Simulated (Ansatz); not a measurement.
**Equation of state of manganese, hcp**

Computed with DFT, m-r2SCAN, plane waves (500 eV) with PAW, scalar-relativistic (Ansatz). (PAW data from PBE, frozen cores regenerated.)

The cell is scaled uniformly from the relaxed one, with fractional coordinates and shape fixed. Energies are extrapolated to zero smearing, pressures are those at the given smearing. Magnetic state: non-magnetic.

```csv
V (Å³/atom),E − E₀ (meV/atom),P (GPa)
9.161,180.0,52.03
9.578,73.6,30.83
9.994,16.8,13.74
10.411,0.0,-0.05
10.827,15.4,-11.18
11.243,56.8,-20.14
11.660,119.1,-27.35
```

Fit a third-order Birch-Murnaghan equation.

V₀ = 10.41 Å³/atom, B₀ = 309 GPa, B₀′ = 4.3.

m-r²SCAN is r²SCAN on the gauge-invariant kinetic-energy density; without spin polarisation the two are equal.
